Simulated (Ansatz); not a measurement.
# Na (bcc)

Method: PBEsol, scalar-relativistic; no spin polarisation; PAW, 420 eV, Γ-centred 14×14×14 mesh, 0.05 eV Gaussian smearing; code Ansatz; PAW files: Ansatz's generated set soft_2.

```cif
data_structure
_symmetry_space_group_name_H-M 'P 1'
_symmetry_Int_Tables_number 1
_cell_length_a 3.6127
_cell_length_b 3.6127
_cell_length_c 3.6127
_cell_angle_alpha 109.471
_cell_angle_beta 109.471
_cell_angle_gamma 109.471
_cell_volume 36.30
loop_
_atom_site_label
_atom_site_type_symbol
_atom_site_fract_x
_atom_site_fract_y
_atom_site_fract_z
_atom_site_occupancy
Na1 Na 0.00000 0.00000 0.00000 1
```

The cell is relaxed to zero pressure at this level.

Path: Γ–H–N–Γ–P–H | P–N, with Γ = (0.000, 0.000, 0.000), H = (0.500, -0.500, 0.500), N = (0.000, 0.000, 0.500), P = (0.250, 0.250, 0.250) in reciprocal vectors of the calculation's cell.

Problem. Is it a metal or an insulator, and if it has a gap, where are the band edges on this path?

Solution. A metal: bands cross the Fermi level.

Bands as a text map, energy in eV from the Fermi level (dashes), each leg drawn with the same width:
```
  3.57 |        *       *          *    * *   *      
  3.21 |         *                   ***     *       
  2.86 |      *  *                  *    *  **       
  2.50 |          *    *             *  *    **      
  2.14 |          **                  **      **     
  1.79 |            *                           *    
  1.43 |           * **            *           ******
  1.07 |     *      *                            *   
  0.71 |             **                           ***
  0.36 |                                             
  0.00 |---------------*----------*------------------
 -0.36 |    *                                        
 -0.71 |                                             
 -1.07 |                *        *                   
 -1.43 |                                             
 -1.79 |   *             *                           
 -2.14 |                        *                    
 -2.50 |  *               *                          
 -2.86 |                   *   *                     
 -3.21 |**                  ***                      
 -3.57 |                                             
 -3.93 |                                             
 -4.29 |                                             
 -4.64 |                                             
 -5.00 |                                             
 -5.36 |                                             
 -5.71 |                                             
 -6.07 |                                             
        Γ      H      N      Γ      P      HP       N
```

With 9 valence electrons in the calculation's cell and no magnetic order, the bands, two electrons each, can't all be full or empty: band theory demands a metal. The relaxed cell is 8 % smaller in volume than the cell of this structure in the Crystallography Open Database (39.49 Å³/atom, 1963).
